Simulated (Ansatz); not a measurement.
## V: two-dimensional strain map

These are results of DFT PBEsol, scalar-relativistic, plane waves, PAW in Ansatz, not measurements. Settings: plane waves to 420 eV, k-mesh 22×22×22 (Γ-centred), Gaussian smearing 0.15 eV. No spin polarisation. Energies are free energies at this smearing, counted from the undisturbed cell; pressure is positive in compression.

Zero of the scan (as given, not relaxed at this level; it stands at -11.6 GPa):

```xyz
1
Lattice="-1.5130 1.5130 1.5130 1.5130 -1.5130 1.5130 1.5130 1.5130 -1.5130" Properties=species:S:1:pos:R:3 pbc="T T T"
V     0.0000    0.0000    0.0000
```

The cell is strained by p along both x and y and by q along z, fractional coordinates fixed. Points are written (p, q). At -12 GPa the given cell is far from its own equilibrium, so these figures belong to a strongly strained crystal.

Energy above the undisturbed cell in meV/atom (a dash: not computed):

```csv
p \ q,-0.030,-0.015,0.000,0.015,0.030
-0.030,-29.8,-32.9,?,-23.5,-11.7
-0.015,-33.2,?,-23.0,-10.7,6.0
0.000,-20.7,-12.8,0.0,17.2,38.4
0.015,6.0,19.1,36.7,?,84.0
0.030,45.3,63.4,?,111.5,141.0
```

Fill in the withheld energies.

(-0.030, 0.000): -30.7; (-0.015, -0.015): -30.7; (0.015, 0.015): 58.4; (0.030, 0.000): 85.5.